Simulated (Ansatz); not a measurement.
Polymorphs of SnTe, each relaxed with HSE06 in the plane-wave PAW code Ansatz:

A: zinc blende (F-43m)
a = b = c = 7.178 Å, α = β = γ = 90.00°

| atom | site | symmetry | x | y | z |
|---|---|---|---|---|---|
| Te | 4c | -43m | 0.2500 | 0.2500 | 0.2500 |
| Sn | 4a | -43m | 0.0000 | 0.0000 | 0.0000 |

B: rock salt (Fm-3m)
a = b = c = 6.364 Å, α = β = γ = 90.00°

| atom | site | symmetry | x | y | z |
|---|---|---|---|---|---|
| Sn | 4b | m-3m | 0.5000 | 0.5000 | 0.5000 |
| Te | 4a | m-3m | 0.0000 | 0.0000 | 0.0000 |

Question: Put the candidates in order of energy per atom at 0 K, lowest first, for HSE06.

Answer: B (+0 meV/atom), A (+298 meV/atom)

Question: Give each one's gap.

Answer: A 0.32 eV; B 0.23 eV.

Not the usual ambient phase: A. All cells were relaxed under the symmetry of their starts (and spin orders); stability against distortions was not tested throughout. Scalar-relativistic: spin–orbit coupling is off unless named, which matters more the heavier the elements.

Potentials: the later of the program's two PAW sets.
